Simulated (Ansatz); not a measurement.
# Calculated with Ansatz: NaLiS$_{2}$, relaxation

Input:

```yaml
crystal:
  lattice:
    - [1.739959, 3.013695, 0.0]
    - [-1.739959, 3.013695, 0.0]
    - [-1.739959, 1.004562, 6.881589]
  atoms:
    - { symbol: Li, position: [0.0, 0.0, 0.0] }
    - { symbol: Na, position: [0.5, 0.0, 0.5] }
    - { symbol: S, position: [0.274, 0.452, 0.822] }
    - { symbol: S, position: [0.726, 0.548, 0.178] }
  symmetry: { tolerance: 0.0003 }
kpoints:
  mp_grid: { grid: [7, 7, 7], shift: [0, 0, 0] }
magnetization:
  spin_polarized: false
scf:
  occupations: { method: fermi_dirac, width: 0.0747 }
  lower_state_search: "off"
hamiltonian:
  pseudopotentials: { kind: paw }
  xc: pbe
basis:
  ecutwfc: 420
  fft_grid_basis: typed
relax:
  max_steps: 40
  cell: { p_target: 0.0 }
output:
  forces: true
  stress: true
  eigenvalues: true
  bader: true
  populations: true
  elf: true
  write_potential: true
  volumetric_format: npy
  dos:
    e_range: [-12, 8]
    de: 0.05
    projected: { site_lists: { Li: [Li], Na: [Na], S: [S] } }
  write_density: true
checkpoint:
  read: saved_state
```

Launch command:

```bash
ansatz run input.yaml --threads 2 --pin off --max-ram 3584MiB --backend cpu --events-out ev --progress --plain --runs-dir out
```

Origin of the cell: a known structure type with other elements, at an estimated volume, so it need not be a known compound.

The saved state is a converged single point of the same cell.

Steps («new basis» is an SCF on plane waves selected anew at the same cell):

```json
{"step": "1", "ΔF (meV/atom)": "0.0", "max force component (eV/Å)": "1.104", "P (GPa)": "2.68", "volume (Å³)": "72.17", "SCF iterations": "6", "step was": "accepted"}
{"step": "2", "ΔF (meV/atom)": "-66.8", "max force component (eV/Å)": "0.488", "P (GPa)": "1.61", "volume (Å³)": "72.49", "SCF iterations": "7", "step was": "accepted"}
{"step": "3", "ΔF (meV/atom)": "-100.1", "max force component (eV/Å)": "0.028", "P (GPa)": "0.58", "volume (Å³)": "73.38", "SCF iterations": "7", "step was": "accepted"}
{"step": "4", "ΔF (meV/atom)": "-131.7", "max force component (eV/Å)": "0.292", "P (GPa)": "-0.33", "volume (Å³)": "74.03", "SCF iterations": "7", "step was": "accepted"}
{"step": "5", "ΔF (meV/atom)": "-157.0", "max force component (eV/Å)": "0.233", "P (GPa)": "-1.09", "volume (Å³)": "73.96", "SCF iterations": "6", "step was": "accepted"}
{"step": "6", "ΔF (meV/atom)": "-168.0", "max force component (eV/Å)": "0.012", "P (GPa)": "-0.40", "volume (Å³)": "71.37", "SCF iterations": "6", "step was": "accepted"}
{"step": "7", "ΔF (meV/atom)": "-168.4", "max force component (eV/Å)": "0.010", "P (GPa)": "0.11", "volume (Å³)": "70.27", "SCF iterations": "6", "step was": "accepted"}
{"step": "8", "ΔF (meV/atom)": "-168.4", "max force component (eV/Å)": "0.004", "P (GPa)": "-0.02", "volume (Å³)": "70.50", "SCF iterations": "6", "step was": "accepted"}
{"step": "9", "ΔF (meV/atom)": "-168.5", "max force component (eV/Å)": "0.004", "P (GPa)": "0.01", "volume (Å³)": "70.50", "SCF iterations": "7", "step was": "new basis"}
```

Step 1, with forces in eV/Å:

```xyz
4
Lattice="1.740 3.014 0.000 -1.740 3.014 0.000 -1.740 1.005 6.882" Properties=species:S:1:pos:R:3:forces:R:3 pbc="T T T" step=1
Li    0.000    0.000    0.000    0.000    0.000    0.000
Na    0.000    2.009    3.441    0.000    0.000    0.000
S    -1.740    3.014    5.657    0.000    0.000   -1.104
S     0.000    4.018    1.225    0.000    0.000    1.104
```

Step 2, with forces in eV/Å:

```xyz
4
Lattice="1.771 3.068 0.000 -1.771 3.068 0.000 -1.771 1.023 6.669" Properties=species:S:1:pos:R:3:forces:R:3 pbc="T T T" step=2
Li    0.000    0.000    0.000    0.000    0.000    0.000
Na    0.000    2.045    3.335    0.000    0.000    0.000
S    -1.771    3.068    5.336    0.000    0.000   -0.488
S     0.000    4.091    1.333    0.000    0.000    0.488
```

Step 3, with forces in eV/Å:

```xyz
4
Lattice="1.756 3.041 0.000 -1.756 3.041 0.000 -1.756 1.014 6.873" Properties=species:S:1:pos:R:3:forces:R:3 pbc="T T T" step=3
Li    0.000    0.000    0.000    0.000    0.000    0.000
Na    0.000    2.027    3.437    0.000    0.000    0.000
S    -1.756    3.041    5.349    0.000    0.000   -0.028
S     0.000    4.054    1.524    0.000    0.000    0.028
```

Step 4, with forces in eV/Å:

```xyz
4
Lattice="1.722 2.982 0.000 -1.722 2.982 0.000 -1.722 0.994 7.210" Properties=species:S:1:pos:R:3:forces:R:3 pbc="T T T" step=4
Li    0.000    0.000    0.000    0.000    0.000    0.000
Na    0.000    1.988    3.605    0.000    0.000    0.000
S    -1.722    2.982    5.529    0.000    0.000    0.292
S     0.000    3.976    1.680    0.000    0.000   -0.292
```

Step 5, with forces in eV/Å:

```xyz
4
Lattice="1.682 2.914 0.000 -1.682 2.914 0.000 -1.682 0.971 7.545" Properties=species:S:1:pos:R:3:forces:R:3 pbc="T T T" step=5
Li    0.000    0.000    0.000    0.000    0.000    0.000
Na    0.000    1.942    3.772    0.000    0.000    0.000
S    -1.682    2.914    5.788    0.000    0.000    0.233
S     0.000    3.885    1.756    0.000    0.000   -0.233
```

Step 6, with forces in eV/Å:

```xyz
4
Lattice="1.639 2.840 0.000 -1.639 2.840 0.000 -1.639 0.947 7.665" Properties=species:S:1:pos:R:3:forces:R:3 pbc="T T T" step=6
Li    0.000    0.000    0.000    0.000    0.000    0.000
Na    0.000    1.893    3.833    0.000    0.000    0.000
S    -1.639    2.840    5.921    0.000    0.000    0.012
S     0.000    3.786    1.745    0.000    0.000   -0.012
```

Step 7, with forces in eV/Å:

```xyz
4
Lattice="1.626 2.816 0.000 -1.626 2.816 0.000 -1.626 0.939 7.672" Properties=species:S:1:pos:R:3:forces:R:3 pbc="T T T" step=7
Li    0.000    0.000    0.000    0.000    0.000    0.000
Na    0.000    1.878    3.836    0.000    0.000    0.000
S    -1.626    2.816    5.927    0.000    0.000    0.010
S     0.000    3.755    1.745    0.000    0.000   -0.010
```

Step 9, with forces in eV/Å:

```xyz
4
Lattice="1.628 2.820 0.000 -1.628 2.820 0.000 -1.628 0.940 7.677" Properties=species:S:1:pos:R:3:forces:R:3 pbc="T T T" step=9
Li    0.000    0.000    0.000    0.000    0.000    0.000
Na    0.000    1.880    3.838    0.000    0.000    0.000
S    -1.628    2.820    5.933    0.000    0.000   -0.004
S     0.000    3.760    1.744    0.000    0.000    0.004
```

```yaml
Free_energy_lowered_by: 168.5 meV/atom
Volume_change: -2.32 %
Final_pressure: 0.01 GPa
Relaxation_steps_listed: 9
Gap_on_the_mesh: none (metal)
```

Caveats: the k mesh is coarse if the cell is a metal; the relaxation held the start's symmetry, so the end may be a saddle point.

It ran for 20 s on 2 threads of AMD EPYC 7B13 (Zen 3) (shared host), peak memory 0.45 GiB, from a saved density.
